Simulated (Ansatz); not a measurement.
Os (P63/mmc); total moment held at 0.4 μB.

```
Os
1.0
     2.73410    0.00000    0.00000
    -1.36705    2.36780    0.00000
     0.00000    0.00000    4.31970
Os
2
Direct
  0.33333 0.66667 0.25000
  0.66667 0.33333 0.75000
```

The source of the geometry is a structure as deposited in COD; atoms and cell stay fixed.

Settings: PBE, 16×16×9 k mesh, Fermi–Dirac smearing of 0.08 eV. AE-PAW is all-electron PAW in Ansatz 0.2.0 on datasets made for the crystal. Site moments are integrated in spheres about the atoms. Start moments (μB): Os1 0.2, Os2 0.2.

The self-consistent cycle went as follows.

```json
{"iteration": "1", "Harris–Foulkes energy less the last (meV)": "-1405.863", "density residual (eV)": "4.6e+00", "M (μB)": "0.4000", "∫|m| (μB)": "0.4000"}
{"iteration": "2", "Harris–Foulkes energy less the last (meV)": "-925.829", "density residual (eV)": "2.8e+00", "M (μB)": "0.4000", "∫|m| (μB)": "0.4000"}
{"iteration": "3", "Harris–Foulkes energy less the last (meV)": "79.379", "density residual (eV)": "9.5e-02", "M (μB)": "0.4000", "∫|m| (μB)": "0.4000"}
{"iteration": "4", "Harris–Foulkes energy less the last (meV)": "5.747", "density residual (eV)": "4.8e-03", "M (μB)": "0.4000", "∫|m| (μB)": "0.4000"}
{"iteration": "5", "Harris–Foulkes energy less the last (meV)": "-0.143", "density residual (eV)": "8.9e-04", "M (μB)": "0.4000", "∫|m| (μB)": "0.4000"}
{"iteration": "6", "Harris–Foulkes energy less the last (meV)": "0.000", "density residual (eV)": "3.5e-07", "M (μB)": "0.4000", "∫|m| (μB)": "0.4000"}
{"iteration": "7", "Harris–Foulkes energy less the last (meV)": "0.000", "density residual (eV)": "9.2e-08", "M (μB)": "0.4000", "∫|m| (μB)": "0.4000"}
{"iteration": "8", "Harris–Foulkes energy less the last (meV)": "0.000", "density residual (eV)": "8.1e-09", "M (μB)": "0.4000", "∫|m| (μB)": "0.4000"}
```

Site moments (μB): Os1 0.17, Os2 0.17. Cell moment 0.40 μB.

The Ansatz runs typed with the search for lower states off end where their start leads. Spin–orbit coupling is left out although heavy atoms are present. None of this fixes the real material's magnetic order: only patterns that fit the cell were computed, at zero temperature, with a functional that can overstate moments.
